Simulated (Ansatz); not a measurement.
**Al4Cl: from a guess to a relaxed structure**

All numbers below come from Ansatz, DFT PBE, scalar-relativistic, plane waves, PAW. Cutoff 420 eV, Gaussian smearing, Γ-centred meshes. Cell and atoms relax first on a coarse mesh and then on a finer one. In between, the cell is made exact in the group found at 0.06 Å. In metals the finer mesh still leaves noise of several meV/atom or more. The steps can't lower the symmetry of their start. No spin polarisation.

The cell of Al4Cl is invented: random cell by space group and Wyckoff sites (Im-3m, No. 229). Its size is a rough estimate.

```cif
data_structure
_symmetry_space_group_name_H-M 'P 1'
_symmetry_Int_Tables_number 1
_cell_length_a 5.1201
_cell_length_b 5.1201
_cell_length_c 5.1201
_cell_angle_alpha 109.471
_cell_angle_beta 109.471
_cell_angle_gamma 109.471
_cell_volume 103.33
loop_
_atom_site_label
_atom_site_type_symbol
_atom_site_fract_x
_atom_site_fract_y
_atom_site_fract_z
_atom_site_occupancy
Al1 Al 0.50000 0.50000 0.50000 1
Al2 Al 0.00000 0.00000 0.50000 1
Al3 Al 0.00000 0.50000 0.00000 1
Al4 Al 0.50000 0.00000 0.00000 1
Cl1 Cl 0.00000 0.00000 0.00000 1
```

Energies over the elements count from the elements' standard structures at the same level (Cl₂ as a molecule), with no fitted energy shifts.

Question: Describe the relaxed structure.

Answer: The symmetry stays Im-3m (No. 229). The volume per atom grows by 17.3 %, from 20.7 to 24.2 Å³. The shortest distance goes from 2.56 Å (Al–Cl) to 2.70 Å (Al–Cl). Conventional cell: a = 6.235 Å. Al has 2 Cl at 2.70 Å and 6 Al at 3.12 Å; around Cl lie 8 Al at 2.70 Å.

```
Al Cl
1.0
    -3.11730    3.11730    3.11730
     3.11730   -3.11730    3.11730
     3.11730    3.11730   -3.11730
Al Cl
4 1
Direct
  0.50000 0.50000 0.50000
  0.00000 0.00000 0.50000
  0.00000 0.50000 0.00000
  0.50000 0.00000 0.00000
  0.00000 0.00000 0.00000
```

Question: Give its energy and gap.

Answer: The energy over the elements is +0.55 eV/atom. The gap on the 8×8×8 mesh of the 5-atom cell is 0 eV (a metal).

The separate elements lie lower, so it is unstable against them.

The last run used Gaussian smearing of 0.10 eV. The cell is a metal run without spin; a magnetic state may lie lower. Symmetry constrained the relaxation, so the result can be a saddle point. Another cell of Al4Cl relaxed alike, in I4/mmm, lies 0.48 eV/atom lower, so this cell isn't the stable form at this level.
